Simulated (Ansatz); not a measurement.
Relaxed-ion elastic tensor of YAl₂ (cubic Laves (MgCu2 type), Fd-3m) in GPa (Voigt order), the program Ansatz at the r²SCAN level (PAW); density 3.92 g/cm³, 20.19 Å³ per atom.

```
 189  32.9  32.9   0.0   0.0   0.0
32.9   189  32.9   0.0   0.0   0.0
32.9  32.9   189   0.0   0.0   0.0
 0.0   0.0   0.0  64.1   0.0   0.0
 0.0   0.0   0.0   0.0  64.1   0.0
 0.0   0.0   0.0   0.0   0.0  64.1
```

Task: Is the crystal mechanically stable?

Result: Yes: the smallest eigenvalue of C is 64.1 GPa.

Task: Work out the Voigt, Reuss and Hill averages.

Result: K_V = 84.9, K_R = 84.9, K_H = 84.9; G_V = 69.7, G_R = 69.1, G_H = 69.4 GPa.

Task: Give Young's modulus, Poisson's ratio, Pugh's ratio and the universal anisotropy index.

Result: E = 9KG/(3K + G) = 164 GPa; ν = 0.18; K/G = 1.22 (brittle by the Pugh limit of 1.75); A_U = 5G_V/G_R + K_V/K_R − 6 = 0.05.

Task: Estimate the sound speeds and the Debye temperature.

Result: v_l = √((K + 4G/3)/ρ) = 6730 m/s, v_t = √(G/ρ) = 4210 m/s, mean 4640 m/s; Θ = (h/k)(3n/4πV)^(1/3) v_m = 507 K.

Task: Give the Zener ratio and Young's modulus along [100], [110] and [111].

Result: A = 2C44/(C11 − C12) = 0.82; 1/E = S11 − 2(S11 − S12 − S44/2)Γ with Γ = 0, 1/4, 1/3 gives 179, 159, 154 GPa.

The workflow started from a Materials Project entry (that database holds measured and hypothetical structures alike); the Crystallography Open Database copy checked does not list it. Its standing as an ambient phase is unchecked. The cell was relaxed with r²SCAN under the symmetry of its start; its stability against distortions is not shown here. The run is not spin-polarised. As this level gives no gap, shear constants depend on the k-mesh and smearing (Fermi–Dirac, 0.1 eV here).

Potentials: the later of the program's two PAW sets.
